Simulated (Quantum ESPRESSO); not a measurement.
Simulation results for Al3ZnN3O (made-up cell)

All values are calculated (Quantum ESPRESSO 7.5). Calculation on a made-up crystal cell, not a measurement, rerun at a higher cutoff and a denser mesh: periodic Kohn-Sham density functional theory in plane waves with PseudoDojo standard norm-conserving scalar-relativistic pseudopotentials, each functional with its own files (v0.5 for PBE, v0.4.1 for LDA and PBEsol), no spin polarisation, no spin-orbit coupling, atoms not relaxed, stress positive in tension, energies less a fixed whole-eV offset for each atom's element; levels are Kohn-Sham levels at fractions of this cell's reciprocal vectors, counted from the reference band (half the neutral cell's valence electrons, rounded up) at Gamma; error bars give the change to or from the runs named with them, not the error of the files; each bar is the largest change over components, and at least 0.002 eV, 0.002 eV per angstrom or 0.02 GPa; energies are for the whole cell, and the offsets were chosen from early runs and are not element reference energies.

## Al3ZnN3O (made-up cell)

```xyz
8
Lattice="3.0595 0.0000 0.0000 0.0000 5.2992 0.0000 0.0000 0.0000 4.9962" Properties=species:S:1:pos:R:3 Al3ZnN3O
Al     0.0012     0.0390    -0.0311
Zn     1.5532     2.6397    -0.0115
Al     1.5327     0.9023     2.4859
Al    -0.0236     3.5332     2.4666
N     -0.0043     0.0208     1.8962
O      1.5381     2.6775     1.8765
N      1.5327     0.8852     4.3780
N     -0.0096     3.5507     4.3847
```

* lattice type: wurtzite
* functional: pbe
* cutoff: 1437 eV
* fermi dirac smearing: 0.025 eV
* scf tolerance: 1e-07 eV
* electrons removed: 0
* k mesh: 8 x 6 x 6, shifted by half a step
* stress xy: ?
* stress yy: ?
* pressure: ?

Atoms:
| atoms element | atom site | atom energy offset (eV) |
| --- | --- | --- |
| Al | 1 | -64 |
| Zn | 2 | -5687 |
| Al | 3 | -64 |
| Al | 4 | -64 |
| N | 5 | -283 |
| O | 6 | -452 |
| N | 7 | -283 |
| N | 8 | -283 |

To be estimated
1. Al3ZnN3O (made-up cell): stress xy?
2. What stress yy does the calculation give for Al3ZnN3O (made-up cell)?
3. Al3ZnN3O (made-up cell): pressure?

## Answers
1. -1.343 GPa
2. -18.9 GPa
3. 16.89 GPa

Further results for Al3ZnN3O (made-up cell):

* free energy less offsets: -1.97 eV
* scf iterations: 12
* smearing term minus ts: 0 eV
* stress xx: -22.26 GPa
* stress zz: -9.513 GPa
* stress yz: -0.1394 GPa
* stress xz: 0.451 GPa
* reference band: 25
* error bar energy: 0.002 eV
* error bar stress: 0.02201 GPa
* error bar force: 0.002 eV/Å
* error bar next band up: 0.002 eV
* error bars from: change from the looser run of this cell

Forces:
| site | x (eV/Å) | y (eV/Å) | z (eV/Å) |
| --- | --- | --- | --- |
| 1 | 0.03194 | -0.9351 | -0.7025 |
| 2 | -0.5473 | 0.5528 | -1.712 |
| 3 | -0.1319 | -0.8637 | 1.336 |
| 4 | 0.4257 | 1.249 | 2.165 |
| 5 | 0.124 | 0.1993 | -0.7585 |
| 6 | -0.3974 | -0.4279 | 2.705 |
| 7 | -0.08311 | -1.583 | -1.097 |
| 8 | 0.578 | 1.809 | -1.936 |

Levels:
| level k point | next band up (eV) |
| --- | --- |
| Gamma | 0.7198 |
| (1/2,1/2,1/2) | 2.431 |
| (0.15,0,0) | 1.554 |
| (0,0.15,0) | 1.086 |
| (0,0,0.15) | 1.112 |
